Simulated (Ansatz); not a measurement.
Cu Kα1 powder pattern (kinematic, no thermal factors).
```tsv
2θ (°)	relative intensity
11.01	2
14.86	9
15.16	1
22.02	21
22.12	26
24.16	2
26.19	51
26.36	2
29.99	78
30.48	1
30.59	10
30.82	8
30.92	100
31.00	71
31.56	1
33.45	1
37.16	1
37.66	22
37.86	37
42.24	28
43.31	6
43.60	7
43.69	30
44.91	2
45.67	2
48.82	33
49.08	25
49.44	5
49.50	6
50.28	13
50.48	12
50.98	12
52.46	12
52.86	14
53.89	29
54.27	4
54.42	3
57.69	1
58.16	2
58.48	1
62.32	7
62.39	17
62.72	2
63.03	4
63.20	3
63.43	4
63.68	2
64.44	1
65.04	2
65.89	1
66.02	2
68.03	6
68.54	5
69.90	2
69.91	3
70.17	9
70.28	1
70.30	3
70.58	10
70.92	11
72.30	8
72.34	6
74.45	6
74.89	1
75.27	2
75.48	2
75.77	1
76.24	3
76.36	5
77.85	3
78.38	1
78.50	3
78.97	7
79.18	7
79.33	6
80.42	2
81.80	6
82.40	2
82.44	1
82.56	3
83.99	7
84.19	5
84.59	4
85.11	3
85.27	3
85.65	3
86.17	3
86.53	2
89.25	1
```

The pattern is computed from a structure relaxed with DFT PBE, scalar-relativistic, plane waves, PAW (Ansatz 0.2.0). No spin polarisation. Its elements are S, Se, Sn.

**Question.** Give the structure.

**Answer.** Sn4SeS3.
Space group Pm (No. 6). a = 6.342 Å, b = 4.141 Å, c = 8.552 Å, α = 90.00°, β = 110.13°, γ = 90.00°
```
atom  site  symmetry       x       y       z
  Sn    1a         m  0.4950  0.0000  0.2104
  Sn    1a         m  0.4962  0.0000  0.7109
  Sn    1b         m  0.0120  0.5000  0.3329
  Sn    1b         m  0.0070  0.5000  0.8146
  Se    1a         m  0.0372  0.0000  0.0561
   S    1a         m  0.0608  0.0000  0.5596
   S    1b         m  0.4439  0.5000  0.9067
   S    1b         m  0.4478  0.5000  0.4088
```

A pattern alone doesn't exclude other cells with like lines; this is the one computed.

The structure comes from a generated guess; another structure or a mixture of phases may lie lower. No dispersion correction is applied, so the spacing between layers, chains or molecules is poorly fixed.
